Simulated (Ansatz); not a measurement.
Values for one crystal, relaxed and computed with plane-wave PAW PBE (Ansatz code); other levels are named.

* **Volume per atom**: 20.55 Å³
* **Electronic character**: metallic (no gap)
* **Density of states at the Fermi level**: 1.7 states/eV per atom (mean over ±0.08 eV)
* **Pressure derivative B′**: 3.5
* **Formation energy from the elements (no fitted shifts)**: 0.21 eV/atom
* **Gap with spin–orbit coupling**: none (metallic)
* **Bulk modulus (Birch–Murnaghan fit)**: 128 GPa

Question: Pick the material that matches.
A. AlRu, rock salt
B. MoPt, CsCl type
C. ZrTa, L1₀ or tetragonal B2
D. ScAl3, Cu3Au type

Answer: C, ZrTa, L1₀ or tetragonal B2

Space group P4/mmm (L1₀ or tetragonal B2). The start of the workflow was typed in or built on a structure type; neither database checked (COD, Materials Project) lists it. Its standing as an ambient phase is unchecked. The PBE relaxation kept the symmetry of its start; its stability against distortions is not shown here. The run is not spin-polarised. Its formation energy is positive at this level, so the cell may be metastable or incomplete. The references are the lowest solids computed at this level, not always the standard phases. Spin–orbit coupling is left out wherever it is not named.

Potentials: the later of the program's two PAW sets.
